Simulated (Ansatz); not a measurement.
# Notes on CaNi$_{4}$P$_{3}$

```xyz
8
Lattice="3.9322 0.0000 0.0000 0.0000 3.9322 0.0000 0.0000 0.0000 7.2092" Properties=species:S:1:pos:R:3 pbc="T T T"
Ca    0.0000    0.0000    3.6046
Ni    1.9661    0.0000    1.2552
Ni    0.0000    1.9661    1.2552
Ni    1.9661    0.0000    5.9540
Ni    0.0000    1.9661    5.9540
P     0.0000    0.0000    0.0000
P     1.9661    1.9661    2.5290
P     1.9661    1.9661    4.6802
```

Single point in Ansatz 0.2.0 with PBE, no spin polarisation. Cutoff 420 eV, PAW datasets, 9×9×5 Γ-centred k mesh, fermi-dirac filling (width 0.1 eV).

**Electronic structure.** It is a metal, with about 5.9 states/eV a cell as the mean within 0.25 eV of the Fermi level, mostly Ni d (64 %) and P p (23 %).
**Formation energy.** -0.69 eV an atom against the elements' usual phases (free molecules for gases, crystals otherwise, with no correction for O₂ or N₂), so it is bound against them; other compounds may still compete. Relaxing would lower it.
**Charges.** Bader charges in e: Ca +1.33, Ni +0.12, P -0.66 to -0.47. In the mean Ca gives up most and P takes most.
**Stress.** The pressure is -4.6 GPa (compression positive), so with the atoms held at these fractions the cell would first shrink; the forces are large, so a full relaxation may end otherwise. The principal stresses -7.0, -7.0, 0.4 GPa differ, so its shape would change too.
**Forces.** The largest is on P7 (and as large on other atoms): 1.78 eV/Å, components (0.00, 0.00, -1.78). It makes 180° with the line to a nearest neighbour, P8 at 2.15 Å, pointing away from it.

Origin: a known structure type with other elements, at an estimated volume, so it need not be a known compound. Caveats: no spin polarisation, so a magnetic state may lie lower; atoms or cell far from equilibrium.
